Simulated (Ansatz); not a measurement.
Fields on a plane of SnSb (rock salt)

```yaml
crystal:
  lattice:
    - [0.00000, 3.01957, 3.01957]
    - [3.01957, 0.00000, 3.01957]
    - [3.01957, 3.01957, 0.00000]
  atoms:
    - { symbol: Sn, position: [0.50000, 0.50000, 0.50000] }
    - { symbol: Sb, position: [0.00000, 0.00000, 0.00000] }
```

The slice is a {111} plane (indices of the conventional cell) through the point (0.000, 0.000, 0.000) (fractional), spanned by u = [100] and v = [-1 2 0] in vectors of this cell: u (4.27 Å) and v (7.40 Å, at 90° to u). It covers one period; positions are fractions (u, v).

Atoms on it: Sb at (0.00, 0.00); Sb at (0.50, 0.50).

Method: LDA (plane waves to 420 eV, PAW, scalar-relativistic; Ansatz, an electronic-structure program). k mesh 13×13×13. Inside the PAW spheres the values are not all-electron values, and peaks at nuclei hang on which shells count as valence. SnSb was relaxed with its symmetry unable to fall. Spin-orbit coupling is left out, though Sb is heavy.

```
v \ u  0.00  0.11  0.22  0.33  0.44  0.56  0.67  0.78  0.89
-----  ----  ----  ----  ----  ----  ----  ----  ----  ----
0.88   -0.2  -0.3  -0.6  -1.0  -1.1  -1.1  -1.0  -0.6  -0.3
0.75   -1.0  -1.1  -1.1  -1.1  -1.1  -1.1  -1.1  -1.1  -1.1
0.62   -1.2  -1.1  -0.8  -0.5  -0.2  -0.2  -0.5  -0.8  -1.1
0.50   -1.1  -0.9  -0.5   0.2   1.2   1.2   0.2  -0.5  -0.9
0.38   -1.2  -1.1  -0.8  -0.5  -0.2  -0.2  -0.5  -0.8  -1.1
0.25   -1.0  -1.1  -1.1  -1.1  -1.1  -1.1  -1.1  -1.1  -1.1
0.12   -0.2  -0.3  -0.6  -1.0  -1.1  -1.1  -1.0  -0.6  -0.3
0.00    1.4   0.8  -0.2  -0.7  -1.1  -1.1  -0.7  -0.2   0.8
```

Values: log₁₀ of the valence density in e/Å³. The scale is logarithmic, as a density can span decades between atoms and voids.

```
|xxxxx168999861xxxx|
|xxxx03799999730xxx|
|xxxx05899999850xxx|
|xx004789999987400x|
|002578999999987520|
|567889999999998866|
|888999999999999988|
|999999999999999999|
|999999988888999999|
|999998876566889999|
|999987520002578999|
|99987400xxx0047899|
|999850xxxxxxx05899|
|999730xxxxxxx03799|
|99861xxxxxxxxx1689|
|99860xxxxxxxxx0689|
|99861xxxxxxxxx1689|
|999730xxxxxxx03799|
|999850xxxxxxx05899|
|99987400xxx0047899|
|999987520002578999|
|999998866567889999|
|999999988888999999|
|999999999999999999|
|888999999999999988|
|566889999999998876|
|002578999999987520|
|xx004789999987400x|
|xxxx05899999850xxx|
|xxxx03799999730xxx|
|xxxxx168999861xxxx|
|xxxxx068999860xxxx|
```
Scale: ten equal steps from -3.00 (start of '0') to 5.93 (end of '9'), in the order '0123456789'. Values: electrostatic potential energy of an electron, from the cell's mean, in eV. The map has 18 points along u (one character each, u = 0 at the left) and 32 along v (v = 0 in the bottom row). Points within 1 Å of a nucleus are blanked (x), as the pseudised field means little there. Values under -3 eV are set to -3. The zero, the cell's mean, hangs on the PAW cores.
